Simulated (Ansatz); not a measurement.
Rh₂O₃ (corundum)

```yaml
crystal:
  lattice:
    - [2.55447, 1.47482, 4.60725]
    - [-2.55447, 1.47482, 4.60725]
    - [0.00000, -2.94965, 4.60725]
  atoms:
    - { symbol: Rh, position: [0.84934, 0.84934, 0.84934] }
    - { symbol: Rh, position: [0.15066, 0.15066, 0.15066] }
    - { symbol: Rh, position: [0.65066, 0.65066, 0.65066] }
    - { symbol: Rh, position: [0.34934, 0.34934, 0.34934] }
    - { symbol: O, position: [0.04970, 0.45030, 0.75000] }
    - { symbol: O, position: [0.95030, 0.54970, 0.25000] }
    - { symbol: O, position: [0.75000, 0.04970, 0.45030] }
    - { symbol: O, position: [0.25000, 0.95030, 0.54970] }
    - { symbol: O, position: [0.45030, 0.75000, 0.04970] }
    - { symbol: O, position: [0.54970, 0.25000, 0.95030] }
```

The slice is a (1 -1 0 2) plane (indices of the conventional cell) through the point (0.849, 0.849, 0.849) (fractional), spanned by u = [1 0 -1] and v = [010] in vectors of this cell: u (5.11 Å) and v (5.47 Å, at 90° to u). It covers one period; positions are fractions (u, v).

Method: PBEsol (plane waves to 420 eV, PAW, scalar-relativistic; Ansatz, an electronic-structure program). k mesh 8×8×8. Inside the PAW spheres the values are not all-electron values, and peaks at nuclei hang on which shells count as valence. Rh2O3 is run without spin polarisation and with no Hubbard U. Rh2O3 was relaxed with its symmetry unable to fall.

Three fields on this plane, each scaled to ten steps between its own extremes (0 low, 9 high; the total valence density on a logarithmic scale, the potential cut 8 eV below its top; x marks points blanked near nuclei; v = 0 in the bottom row):

Map A
```
|xxxx7411122210000111124xxx|
|xxxx5310000000002343212xxx|
|xxx422100000000246764213xx|
|x4211110000000247999741246|
|22234442100001368xxx962123|
|1258x985310001369xxx963111|
|36xxxxx85211112589xx862101|
|5xxxxxxx621121135888641001|
|7xxxxxxx621333212455420002|
|7xxxxxxx52256x421122110013|
|7xxxxxxx313xxxxx4221100013|
|69xxxxx522xxxxxxx532100002|
|369xxx6224xxxxxxx742100001|
|135664213xxxxxxxxx42100000|
|0122211147xxxxxxx421111000|
|0000000135xxxxxxx212343200|
|00000001224xxxxx3124676420|
|0000000111124x642147999742|
|10000124443222321269xxx863|
|100013589x8521111369xxx963|
|1111258xxxxx63101268xx9852|
|121126xxxxxxx5100146888531|
|333126xxxxxxx7200024554212|
|x65225xxxxxxx7310011221124|
|xxx313xxxxxxx73100011224xx|
|xxxx225xxxxx96200001235xxx|
|xxxx4226xxx963100001247xxx|
|xxxxx31246653100000124xxxx|
```

Map B
```
|xxxx1000000000000000026xxx|
|xxxx3000000000000000027xxx|
|xxx830000000000000000149xx|
|x9841000000000000110001355|
|23200000000000001xxx000112|
|0000x000000000000xxx000000|
|00xxxxx00000000000xx000000|
|0xxxxxxx000000000000000000|
|0xxxxxxx001223331000000000|
|0xxxxxxx02455x995200000000|
|0xxxxxxx159xxxxx9310000000|
|00xxxxx027xxxxxxx310000000|
|000xxx0026xxxxxxx100000000|
|000000001xxxxxxxxx10000000|
|0000000001xxxxxxx620000000|
|0000000003xxxxxxx720000000|
|00000000038xxxxx9410000000|
|0000000001489x553100011000|
|00000000000232211000xxx100|
|000000000x0000000000xxx000|
|0000000xxxxx00000000xx0000|
|000000xxxxxxx0000000000000|
|322100xxxxxxx0000000000133|
|x55420xxxxxxx0000000002599|
|xxx951xxxxxxx00000000139xx|
|xxxx720xxxxx00000000013xxx|
|xxxx6200xxx000000000001xxx|
|xxxxx10000000000000001xxxx|
```

Map C
```
|xxxx0036888999999886300xxx|
|xxxx0047899999999876300xxx|
|xxx001589999999987764100xx|
|x0000478999999988766530000|
|00002578999999987xxx543100|
|1011x568999988877xxx566532|
|43xxxxx68887766655xx667765|
|4xxxxxxx665432334456678776|
|5xxxxxxx441000000356788876|
|5xxxxxxx20000x000046788876|
|5xxxxxxx000xxxxx0015788887|
|65xxxxx100xxxxxxx004788887|
|766xxx4100xxxxxxx003688888|
|887766520xxxxxxxxx02688888|
|9998886300xxxxxxx003688999|
|9999987400xxxxxxx003678999|
|99999985100xxxxx0014677899|
|9999998740000x000035667889|
|99999987520000001345xxx789|
|889999865x1101235665xxx778|
|6778886xxxxx34567766xx5566|
|234566xxxxxxx4677876654433|
|000144xxxxxxx5678887653000|
|x00002xxxxxxx5678887640000|
|xxx000xxxxxxx57888875100xx|
|xxxx001xxxxx56788887400xxx|
|xxxx0014xxx667888886300xxx|
|xxxxx02566778888888620xxxx|
```

Assign the maps to these fields: density of the lowest conduction band (whole band as if filled, smooth part); electron localisation function (ELF); electrostatic potential energy of an electron, from the cell's mean.

A is the electron localisation function (ELF); B is the density of the lowest conduction band (whole band as if filled, smooth part); C is the electrostatic potential energy of an electron, from the cell's mean.
